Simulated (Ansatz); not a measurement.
Structure relaxation, Cr

The start is a relaxed Cr cell, doubled along one cell vector, shaken by Gaussian noise of σ = 0.08 Å a coordinate. The structure is fully relaxed (lattice and positions, P = 0) with r2SCAN (plane waves to 500 eV, PAW, scalar-relativistic; Ansatz, a quantum-chemistry and plane-wave program). The first steps use a coarse 11×6×11 k-mesh.

Initial structure:
```
CELL_PARAMETERS angstrom
      2.96216     0.00000     0.00000
      0.00000     5.92433     0.00000
      0.00000     0.00000     2.96216
ATOMIC_POSITIONS crystal
  Cr 0.97627 0.00746 0.96280
  Cr 0.02149 0.51290 0.02880
  Cr 0.49592 0.22170 0.46980
  Cr 0.48959 0.73352 0.48826
```
Spin-polarised start, with opposed moments on Cr.

**Question.** What pressure does the first self-consistent step give?

**Answer.** +2.1 GPa (positive: the cell is compressed).

**Question.** What is the largest force in the starting geometry, and on which atom (counted from 1)?

**Answer.** 1.70 eV/Å, on Cr2 (atoms numbered as listed).

**Question.** Is the parent structure recovered?

**Answer.** The parent structure is recovered, Im-3m (No. 229).

**Question.** How do the shortest distances between atoms change?

**Answer.** The closest pairs of elements (up to four, under 3.6 Å), start → end: Cr–Cr 2.34 → 2.57 Å.

**Question.** What band gap does the relaxed structure have at this level?

**Answer.** Zero (metallic).

It ends as:

```cif
data_Cr2
_chemical_formula_sum 'Cr2'
_space_group_name_H-M_alt 'Im-3m'
_space_group_IT_number 229
_space_group_name_Hall '-I 4 2 3'
_cell_length_a 2.96216
_cell_length_b 2.96216
_cell_length_c 2.96216
_cell_angle_alpha 90.000
_cell_angle_beta 90.000
_cell_angle_gamma 90.000
loop_
_atom_site_label
_atom_site_type_symbol
_atom_site_symmetry_multiplicity
_atom_site_Wyckoff_symbol
_atom_site_fract_x
_atom_site_fract_y
_atom_site_fract_z
_atom_site_occupancy
Cr1 Cr 2 a 0.00000 0.00000 0.00000 1
```

Final values are on a 16×16×16 k-mesh of the relaxed cell. Spin state reached: antiferromagnetic (net 0.00 μB/atom); other spin orders were not run from this start.
